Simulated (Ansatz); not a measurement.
**What a change of settings does: MoPt**

First run: DFT, PBEsol, PAW with Ansatz's default frozen-core files, scalar-relativistic (Ansatz 0.2.0).

Command: `ansatz run input.yaml --threads 1 --pin off --max-ram 3072MiB --backend cpu --events-out ev --progress --plain --runs-dir out` It took 40 s on 1 thread of Intel(R) Xeon(R) 6975P-C (Granite Rapids), with other jobs on the host, peak memory 0.56 GiB.

```yaml
crystal:
  lattice:
    - [4.47661493, 0.0, 0.0]
    - [0.0, 2.73373498, 0.0]
    - [0.0, 0.0, 4.9584025]
  atoms:
    - { symbol: Mo, position: [0.25, 0.0, 0.16175037] }
    - { symbol: Mo, position: [0.75, 0.0, 0.83824963] }
    - { symbol: Pt, position: [0.25, 0.5, 0.66272895] }
    - { symbol: Pt, position: [0.75, 0.5, 0.33727105] }
kpoints:
  mp_grid: { grid: [8, 13, 7] }
scf:
  occupations: { method: fermi_dirac, width: 0.05 }
hamiltonian:
  xc: pbesol
  pseudopotentials: { kind: paw }
output:
  forces: true
  stress: true
  write_density: true
  write_potential: true
  elf: true
  volumetric_format: npy
relax:
  f_tol: 0.005
  max_steps: 50
  cell: {}
```

The cell is Materials Project entry mp-999502, used as a structure alone.

This run: cell and atoms relaxed.

It converges in 40 SCF iterations over all geometries at a pressure of -0.01 GPa, largest force 0.003 eV/Å, ending at 14.88 Å³/atom, cutoff 420 eV.

The input is then changed:

```diff
   lattice:
-    - [4.47661493, 0.0, 0.0]
-    - [0.0, 2.73373498, 0.0]
-    - [0.0, 0.0, 4.9584025]
+    - [3.58129194, 0.0, 0.0]
+    - [0.0, 2.18698798, 0.0]
+    - [0.0, 0.0, 3.966722]
   atoms:
   occupations: { method: fermi_dirac, width: 0.05 }
+  max_iter: 50
 hamiltonian:
   stress: true
-  write_density: true
-  write_potential: true
-  elf: true
-  volumetric_format: npy
 relax:
```

Q: Does this change harm the result?

A: Not here: the run converges in 116 SCF iterations over all geometries at a pressure of 0.00 GPa, ending at 14.88 Å³/atom, cutoff 420 eV, and its energy lies within 1 meV/atom of the first run's.
